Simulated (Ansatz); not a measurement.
C:
```
CELL_PARAMETERS angstrom
      2.45452     0.00000     0.00000
     -1.22726     2.12567     0.00000
      0.00000     0.00000    26.00000
ATOMIC_POSITIONS crystal
  C  0.33333 0.66667 0.50000
  C  0.66667 0.33333 0.50000
```
Free-standing layer in the xy plane with vacuum along z and no interaction between images.

Relaxed with r²SCAN+D4. r²SCAN+D4 (plane waves, PAW; program Ansatz) gives no gap.

Question: What gap does HSE06 give on the same cell (Ansatz, PAW)?

Answer: It stays without a gap at the points solved. The hybrid was solved on a coarser mesh and at special points; its gap is the smallest among all of these. On such a mesh it can open a false gap in a semimetal.

```tsv
k	v1 r²SCAN+D4	c1 r²SCAN+D4	v1 HSE06	c1 HSE06
Γ	-3.26	3.61	?	?
M	-2.54	1.81	?	?
K	0.00	0.00	0.00	0.00
```

Question: Top valence (v1) and lowest conduction level (c1) in eV from each method's valence maximum (which need not be a listed point): supply the withheld HSE06 values.

Answer: 
- M, v1 HSE06: -2.92
- M, c1 HSE06: 2.07
- Γ, v1 HSE06: -4.03
- Γ, c1 HSE06: 3.47

Cost on shared cores: the r²SCAN+D4 run (SCF on a 30×30×1 mesh, then bands and DOS) about 80 core-seconds (a rough figure), the HSE06 run (SCF on 12×12×1, then a few points) around 2.2 core-minutes (rough); the tasks are unlike.

Space group P6/mmm (graphene). A layer that has been made, often on a substrate. It is flat by the symmetry kept. The cell was relaxed with r²SCAN+D4 under the symmetry of its start; whether a distortion lowers the energy is not shown.

Potentials: the later of the program's two PAW sets.
